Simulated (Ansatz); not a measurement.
LaTl, DFT, PBEsol, all-electron PAW with datasets made for the crystal, scalar-relativistic (Ansatz 0.2.0), run on 1 thread of Arm Neoverse V1 on a shared host.

The cell is COD entry 1523872, as deposited and not checked against the literature; nothing was relaxed. The listed cell was then made from it by scaling, straining or moving an atom.

Command: `ansatz run input.yaml --threads 1 --pin off --max-ram 3072MiB --backend cpu --events-out ev --progress --plain --runs-dir out`

```yaml
crystal:
  lattice:
    - [3.936, 0.03936, 0.03936]
    - [0.03936, 3.936, 0.03936]
    - [0.03936, 0.03936, 3.936]
  atoms:
    - { symbol: La, position: [0.0, 0.0, 0.0] }
    - { symbol: Tl, position: [0.5, 0.5, 0.5] }
kpoints:
  mp_grid: { grid: [10, 10, 10] }
scf:
  occupations: { method: fermi_dirac, width: 0.05 }
hamiltonian:
  xc: pbesol
  pseudopotentials: { kind: all_electron, datasets: crystal }
output:
  forces: true
  stress: true
  eigenvalues: true
  efg: { contact_densities: true }
```

Q: How large is the problem that the program sets up?

A: 116 irreducible k-points, 595 plane waves at Γ, 16 bands.

Q: Estimate the wall time and the peak memory.

A: 22 s of wall time for 9 SCF iterations, with a peak of 0.62 GiB. Times on shared machines scatter by tens of per cent.

Q: And the same cell and mesh by frozen-core PAW, asked for forces, stress, eigenvalues, efg, on the same hardware?

A: 10 s, peak memory 0.46 GiB.
